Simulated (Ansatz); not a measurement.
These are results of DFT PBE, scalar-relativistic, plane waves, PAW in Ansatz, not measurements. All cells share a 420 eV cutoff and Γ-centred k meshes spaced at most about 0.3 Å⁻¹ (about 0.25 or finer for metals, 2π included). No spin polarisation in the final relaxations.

Each of these unrelaxed guesses is relaxed in cell and atoms within its symmetry. A guess keeps its type if space group and coordination stay and the shape of the cell changes little (axis ratios within about 15 %, angles within 6°); the volume may change.

1. AlIn2

```cif
data_structure
_symmetry_space_group_name_H-M 'Fm-3m'
_symmetry_Int_Tables_number 225
_cell_length_a 5.9979
_cell_length_b 5.9979
_cell_length_c 5.9979
_cell_angle_alpha 90.000
_cell_angle_beta 90.000
_cell_angle_gamma 90.000
_cell_volume 215.78
loop_
_atom_site_label
_atom_site_type_symbol
_atom_site_symmetry_multiplicity
_atom_site_Wyckoff_symbol
_atom_site_fract_x
_atom_site_fract_y
_atom_site_fract_z
_atom_site_occupancy
Al1 Al 4 a 0.00000 0.00000 0.00000 1
In1 In 8 c 0.25000 0.75000 0.75000 1
```

2. Si2Bi2S

```cif
data_structure
_symmetry_space_group_name_H-M 'P6/mmm'
_symmetry_Int_Tables_number 191
_cell_length_a 4.0365
_cell_length_b 4.0365
_cell_length_c 9.0216
_cell_angle_alpha 90.000
_cell_angle_beta 90.000
_cell_angle_gamma 120.000
_cell_volume 127.30
loop_
_atom_site_label
_atom_site_type_symbol
_atom_site_symmetry_multiplicity
_atom_site_Wyckoff_symbol
_atom_site_fract_x
_atom_site_fract_y
_atom_site_fract_z
_atom_site_occupancy
Si1 Si 2 e 0.00000 0.00000 0.34590 1
Bi1 Bi 2 e 0.00000 0.00000 0.15706 1
S1 S 1 b 0.00000 0.00000 0.50000 1
```

3. Be3TeO2

```cif
data_structure
_symmetry_space_group_name_H-M 'P4mm'
_symmetry_Int_Tables_number 99
_cell_length_a 4.5094
_cell_length_b 4.5094
_cell_length_c 4.2383
_cell_angle_alpha 90.000
_cell_angle_beta 90.000
_cell_angle_gamma 90.000
_cell_volume 86.19
loop_
_atom_site_label
_atom_site_type_symbol
_atom_site_symmetry_multiplicity
_atom_site_Wyckoff_symbol
_atom_site_fract_x
_atom_site_fract_y
_atom_site_fract_z
_atom_site_occupancy
Be1 Be 2 c 0.00000 0.50000 0.89376 1
Be2 Be 1 b 0.50000 0.50000 0.89058 1
Te1 Te 1 a 0.00000 0.00000 0.66199 1
O1 O 1 b 0.50000 0.50000 0.30041 1
O2 O 1 b 0.50000 0.50000 0.61916 1
```

4. Zn5Se2S3

```cif
data_structure
_symmetry_space_group_name_H-M 'I-4m2'
_symmetry_Int_Tables_number 119
_cell_length_a 3.8428
_cell_length_b 3.8428
_cell_length_c 27.1727
_cell_angle_alpha 90.000
_cell_angle_beta 90.000
_cell_angle_gamma 90.000
_cell_volume 401.26
loop_
_atom_site_label
_atom_site_type_symbol
_atom_site_symmetry_multiplicity
_atom_site_Wyckoff_symbol
_atom_site_fract_x
_atom_site_fract_y
_atom_site_fract_z
_atom_site_occupancy
Zn1 Zn 4 e 0.50000 0.50000 0.20000 1
Zn2 Zn 4 e 0.50000 0.50000 0.40000 1
Zn3 Zn 2 b 0.50000 0.50000 0.00000 1
Se1 Se 4 f 0.50000 0.00000 0.45000 1
S1 S 2 d 0.50000 0.00000 0.25000 1
S2 S 4 f 0.00000 0.50000 0.35000 1
```

5. Cd3Se2S

```cif
data_structure
_symmetry_space_group_name_H-M 'P3m1'
_symmetry_Int_Tables_number 156
_cell_length_a 4.1546
_cell_length_b 4.1546
_cell_length_c 10.1765
_cell_angle_alpha 90.000
_cell_angle_beta 90.000
_cell_angle_gamma 120.000
_cell_volume 152.12
loop_
_atom_site_label
_atom_site_type_symbol
_atom_site_symmetry_multiplicity
_atom_site_Wyckoff_symbol
_atom_site_fract_x
_atom_site_fract_y
_atom_site_fract_z
_atom_site_occupancy
Cd1 Cd 1 a 0.00000 0.00000 0.00000 1
Cd2 Cd 1 c 0.66667 0.33333 0.33333 1
Cd3 Cd 1 b 0.33333 0.66667 0.66667 1
Se1 Se 1 c 0.66667 0.33333 0.08333 1
Se2 Se 1 a 0.00000 0.00000 0.75000 1
S1 S 1 b 0.33333 0.66667 0.41667 1
```

Q: Which guesses survive the relaxation?

A: Guesses 1, 4 and 5 keep their type. Symmetry leaves only the cell edge free in guess 1, so these can't change.

```
guess  kept  start group  end group  V start (Å³/atom)  V end  b/a and c/a, end over start  nearest neighbours start  nearest neighbours end
    1   yes        Fm-3m      Fm-3m               18.0   26.3                   1.00, 1.00                Al 8, In 4              Al 8, In 4
    2    no       P6/mmm     P6/mmm               25.5   27.3                   1.00, 1.88           Bi 1, S 2, Si 1         Bi 8, S 2, Si 1
    3    no         P4mm       P4mm               14.4   13.7                   1.00, 1.48         Be 1/6, O 1, Te 4         Be 2, O 1, Te 8
    4   yes        I-4m2      I-4m2               20.1   21.5                   1.00, 1.00           S 4, Se 4, Zn 4         S 4, Se 4, Zn 4
    5   yes         P3m1       P3m1               25.4   28.5                   1.00, 1.00           Cd 4, S 4, Se 4         Cd 4, S 4, Se 4
```

Neighbours count within 15 % of an atom's shortest distance; end groups are read at 0.02 Å (0.05 Å in metals).

Weakly bound directions are ill-defined at this level, which has no dispersion term (Be3TeO2 P4mm). Spin–orbit coupling, which can matter for Bi and Te, is left out. Cells relaxed within their symmetry can be saddle points.

In counts of neighbours, a slash parts the counts of unlike sites.
